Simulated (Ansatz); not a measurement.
CdTe:
```xyz
4
Lattice="2.9231 -3.4814 0.0000 2.9231 3.4814 0.0000 0.0000 0.0000 5.8623" Properties=species:S:1:pos:R:3 pbc="T T T"
Cd     2.9231     1.0538     4.3967
Cd     2.9231    -1.0538     1.4656
Te     2.9231    -1.8422     4.3967
Te     2.9231     1.8422     1.4656
```

Relaxed with r²SCAN.

Task: Give the Bader charges and basin volumes of the independent atoms, the program Ansatz at the r²SCAN level (PAW).

Result: 

```csv
atom,Bader charge (e),Bader volume (Å³)
Cd1,+0.66,21.3
Te3,-0.66,38.4
```

Space group Cmcm. The first step of the workflow began from a Materials Project structure, measured or hypothetical; the Crystallography Open Database copy checked does not list it. It is not the phase usual at ambient conditions (space group No. 216). The cell was relaxed with r²SCAN under the symmetry of its start; whether a distortion lowers the energy is not shown. Spin–orbit coupling is left out wherever it is not named.

Potentials: the later of the program's two PAW sets.
